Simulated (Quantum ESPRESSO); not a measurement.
# Where does C sit best among Ge sites?

Calculated results; nothing here was measured. They come from pw.x of Quantum ESPRESSO 7.5, a plane-wave density functional program, with PseudoDojo standard norm-conserving files (v0.5 for PBE, v0.4.1 for LDA and PBEsol). The cells are made up: elements, strain and atom displacements were drawn at random, and nothing was relaxed. There is no spin polarisation, spin-orbit coupling or dispersion term.

The cell has 8 sites of a zincblende or diamond lattice. Sites 1 to 4 hold X X X X; sites 5 to 8 hold Si Si Si Si. Cell vectors in Å: (5.364, -0.029, -0.063); (-0.029, 5.471, 0.036); (-0.063, 0.036, 5.424). Settings: PBE, cutoff 1116 eV, 6 x 6 x 6 k mesh shifted by half a step, Fermi-Dirac smearing of 0.1 eV.

In each run one of the sites marked X holds C and the others hold Ge; cell and positions stay the same. E is the free energy of the cell.

| site of the guest | first shell | mean distance (Å) | E above the lowest (eV) | P (GPa) | force on the guest (eV/Å) |
| --- | --- | --- | --- | --- | --- |
| 1 | Si4 | 2.368 | 1.043 | 0.79 | 0.944 |
| 2 | Si4 | 2.353 | 0.894 | 0.42 | 0.780 |
| 3 | Si4 | 2.397 | 1.546 | 1.81 | 0.651 |
| 4 | Si4 | 2.298 | 0.000 | -1.34 | 1.661 |

A rerun of one of these cells at 1347 eV and k mesh 8 x 8 x 8 moved values by no more than 0.002 eV in the cell's energy, 0.04 GPa in stress and 0.006 eV/Å in force.

## Reading the table

Site 4 is lowest, by 0.894 eV, over three times the rerun's bound. A straight line of energy against the mean distance has a slope of 15.5 ± 0.6 eV/Å, so the guest costs less on the tighter sites. The positions are random and not relaxed, so the differences hold for this frozen cell and are not site preferences of a real crystal.